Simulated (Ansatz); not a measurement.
An Ansatz (an electronic-structure program) run. Input:

Ansatz 0.2 input:
```yaml
crystal:
  lattice:
    - [1.4515964603, -3.8977516226, 0.0]
    - [1.4515964603, 3.8977516226, 0.0]
    - [0.0, 0.0, 2.9016699514]
  atoms:
    - { symbol: Cr, position: [0.8547333432, 0.1452666568, 0.75] }
    - { symbol: Cr, position: [0.1452666568, 0.8547333432, 0.25] }
    - { symbol: B, position: [0.5649955254, 0.4350044746, 0.75] }
    - { symbol: B, position: [0.4350044746, 0.5649955254, 0.25] }
kpoints:
  mp_grid: { grid: [15, 15, 14] }
hamiltonian:
  xc: r2scan
  pseudopotentials: { kind: paw }
scf:
  occupations: { method: gaussian, width: 0.05 }
checkpoint: { read: metal.run }
output: { write_density: true, elf: true, volumetric_format: npy }
basis: { fft_grid_basis: typed }
```

Output (shortened):

```
Pseudopotential: Cr, paw, valence charge 14
Pseudopotential: B, paw, valence charge 3
Functional definition: r2SCAN
Crystal: 4 atoms, lattice volume = 32.835 Å³
Basis set: ecut = 500 eV, 833 PW (Γ), exchange–correlation on 128×128×96 points (64 copies of the dense FFT grid, shifted against one another)
Bands: 25, of which v1, the nominal top of the filled ones, is band 17 counted from 1 (16 counted from 0)
Symmetry: 8 space group operations
Space group: Cmcm (ITA 63), of the structure as read, at distance tolerance 3.2e-5 Å
k-points: 512 of 3150
Stability of the state it starts from, as read at its close in the unpolarized treatment …
iter 1 solved again at ethr=3.56e-8 eV; its pass at ethr=3.10e-3 eV (dr2=1.21e-5 eV) is discarded
SCF iter   1: F=—  HF=-7080.191929 eV  |F-HF|=—  |Δ(HF+E_count)|=         —  Δρ=3.06e-7  dr2=1.72e-11  dr2_τ=1.94e-12  ethr=3.56e-8  ⟨swp⟩=3.1  Hψ=81552  notcnv=0
preconditioner: auto → Kerker (q_TF=auto, 2.744 Å⁻¹)
SCF iter   2: F=-7080.191929 eV  HF=-7080.191929 eV  |F-HF|=1.82e-12  |Δ(HF+E_count)|=   7.06e-9  Δρ=1.08e-7  dr2=2.41e-12  dr2_τ=9.74e-13  ethr=1.00e-12  ⟨swp⟩=5.6  Hψ=43172  notcnv=0
SCF 1 converged in 2 iterations: F = -7080.191929 eV  dr2 = 2.41e-12
SCF converged after 2 iterations
Free energy (F): -7080.191929 eV
Harris-Foulkes:  -7080.191929 eV  (|F-HF|=1.82e-12)
Internal energy: -7080.189085 eV  (E = F + TS)
E sigma→0 (E₀):  -7080.190507 eV
Entropy (-TS):   -0.002844 eV (-0.711 meV/atom)
Fermi energy:    18.600240 eV
--- Per-component energies (eV) ---
  E_band       = -294.231050
  E_kinetic    = 791.743841
  E_local      = -2598.043245  (includes V_loc(G=0)·N_el)
  E_nonlocal   = 178.517458
  E_hartree    = 1146.091592
  E_xc         = -342.169892
  E_vxc        = -489.232507  (∫ρ·V_xc dr)
  E_paw        = -2564.537612  (= ΣΔE_a)
  E_vpaw       = -498.834948  (= ΣTr[D̂ρ^β])
  E_aug_tail   = 0.000440  (compensation charges beyond the density's cutoff)
  E_vtau       = 29.434740  (kinetic-family band-sum trace: ∫τ·v_τ [+ j·A + Jᵃ·Aᵃ] dr)
  E_ewald      = -3691.210129
  E_core_change = -0.581539  (= ΣΔE_core)
  E_smearing   = -0.002844  (= −TS)
  E_closure    = 0.000000  (closes the sum)
  Σ components = -7080.191929   (vs F -7080.191929, Δ=0.00e0)
  [band-id]    e_kinetic+e_local+e_nonlocal+2·e_hartree+e_vxc+e_vpaw+e_augmentation_tail+e_vtau = -294.231036   (vs E_band -294.231050, Δ=1.39e-5)
--- Band table (eV; the first three rows and the last of 512) ---
  k-point 0: bands = ["-56.3448", "-56.2162", "-26.6676", "-26.4713", "-26.4496", "-26.3157", "-26.2248", "-26.2033", "4.2070", "10.8294", "14.2240", "14.7450", "15.0196", "15.0814", "16.7553", "17.7134", "18.2113", "18.4265", "18.8912", "19.3810", "19.7596", …
  k-point 1: bands = ["-56.3425", "-56.2172", "-26.6616", "-26.4769", "-26.4470", "-26.3165", "-26.2356", "-26.2076", "4.2907", "10.8990", "14.1847", "14.2733", "14.9747", "15.4368", "16.6821", "17.5458", "18.2870", "18.4438", "18.9163", "19.3736", "19.8124", …
  k-point 2: bands = ["-56.3359", "-56.2200", "-26.6439", "-26.4923", "-26.4397", "-26.3190", "-26.2659", "-26.2205", "4.5391", "11.0917", "13.3228", "14.4132", "14.8624", "15.7334", "16.4711", "17.1185", "18.4891", "18.5220", "18.9835", "19.3631", "19.9545", …
  k-point 511: bands = ["-56.2665", "-56.2665", "-26.7008", "-26.7008", "-26.3656", "-26.3656", "-26.2275", "-26.2275", "8.2859", "8.2859", "12.8976", "12.8976", "15.8032", "15.8032", "16.4742", "16.4742", "17.8666", "17.8666", "19.0139", "19.0139", …
```

Cost: about 27 core-seconds (a rough figure) on shared cores.

The workflow started from an entry of the Crystallography Open Database (COD). Whether it is the stable phase at ambient conditions was not checked. Symmetry was held in the r²SCAN relaxation; its stability against distortions is not shown here. No spin polarisation was allowed.

Potentials: the later of the program's two PAW sets.

Ansatz is a plane-wave DFT program.
